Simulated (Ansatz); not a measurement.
## Relaxing selenium (omega (AlB2-type))

Method: DFT, LDA (PW92), plane waves (420 eV) with PAW, scalar-relativistic in Ansatz. (PAW data from PBE, frozen cores regenerated.)

k-point mesh 7×7×10, Fermi-Dirac smearing 0.1 eV, no spin polarisation. Cell and atoms relax.

Starting structure:

```
Se
1.0
     4.97645    0.00000    0.00000
    -2.48822    4.30973    0.00000
     0.00000    0.00000    3.05056
Se
3
Direct
  0.00000 0.00000 0.00000
  0.33333 0.66667 0.50000
  0.66667 0.33333 0.50000
```

Question: What cell does the relaxation end in?

Answer: P6/mmm with a = 4.654 Å, c = 3.105 Å (c/a = 0.667); 19.41 Å³ per atom against 21.81 at the start (-11.0 %).

Question: How much energy does the relaxation gain?

Answer: 82.1 meV per atom.

Path of the relaxation (the plane waves are chosen anew near the end, which can shift the energy a little):

| step | E − E(final) (meV/atom) | V (Å³/atom) | P (GPa) | max force (eV/Å) |
| --- | --- | --- | --- | --- |
| 0 | 82.13 | 21.809 | -8.30 | 0.000 |
| 1 | 8.62 | 18.870 | 1.78 | 0.000 |
| 2 | 6.77 | 19.331 | -0.42 | 0.000 |
| 3 | 6.53 | 19.250 | -0.05 | 0.000 |
| 4 | 6.02 | 19.158 | 0.40 | 0.000 |
| 5 | 2.07 | 18.977 | 1.82 | 0.000 |
| 6 | 1.23 | 19.202 | 1.39 | 0.000 |
| 7 | -0.36 | 19.451 | 0.00 | 0.000 |
| 8 | -0.49 | 19.429 | -0.05 | 0.000 |
| 9 | -0.50 | 19.414 | 0.00 | 0.000 |
| 10 | 0.00 | 19.414 | -0.01 | 0.000 |
